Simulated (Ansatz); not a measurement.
## What DFT gives for Zr2S

```
CELL_PARAMETERS angstrom
0.00000 2.92590 0.00000
2.92590 0.00000 0.00000
1.46295 1.46295 -6.85262
ATOMIC_POSITIONS crystal
Zr 0.32400 0.32400 0.35200
Zr 0.67600 0.67600 0.64800
S 0.00000 0.00000 0.00000
```

Level: r2SCAN, no spin polarisation; 500 eV; 12×12×12 Γ-centred mesh; fermi-dirac occupations (width 0.0249 eV); Ansatz 0.2.0, fixed geometry.

(1) What do density and ELF say about some of the short contacts?

(2) Which atom feels the largest force, and which way?

(3) What is the formation energy?

(4) Which element gives electrons and which takes them?

(5) Metal or insulator?

(6) What does the stress say?

Origin: a known structure type with other elements, at an estimated volume, so it need not be a known compound. Caveats: many states at the Fermi level without spin polarisation, so a magnetic state may lie lower; atoms or cell far from equilibrium.

Answers

(1) Zr–Zr at 2.90 Å: least valence density 0.27 e/Å³ and ELF 0.19 there. S–S at 2.93 Å: least valence density 0.21 e/Å³ and ELF 0.20 there. Zr–S at 3.18 Å: least valence density 0.13 e/Å³ and ELF 0.10 there. Both are smooth PAW fields, read partly inside the augmentation spheres.

(2) The largest is on Zr2 (and as large on other atoms): 3.64 eV/Å, components (0.00, 0.00, -3.64). It makes 134° with the line to a nearest neighbour, Zr1 at 2.90 Å, pointing away from it.

(3) -0.06 eV an atom against the elements' usual phases (free molecules for gases, crystals otherwise, with no correction for O₂ or N₂), so it is bound against them; other compounds may still compete. Relaxing would lower it.

(4) Bader charges in e: Zr +0.54, S -0.95. In the mean Zr gives up most and S takes most. There are 2 density maxima away from the nuclei.

(5) It is a metal, with about 2 states/eV a cell as the mean within 0.25 eV of the Fermi level, mostly Zr d (58 %) and S p (36 %).

(6) The pressure is 11.2 GPa (compression positive), so with the atoms held at these fractions the cell would first expand; the forces are large, so a full relaxation may end otherwise. The principal stresses -1.3, 17.4, 17.4 GPa differ, so its shape would change too.
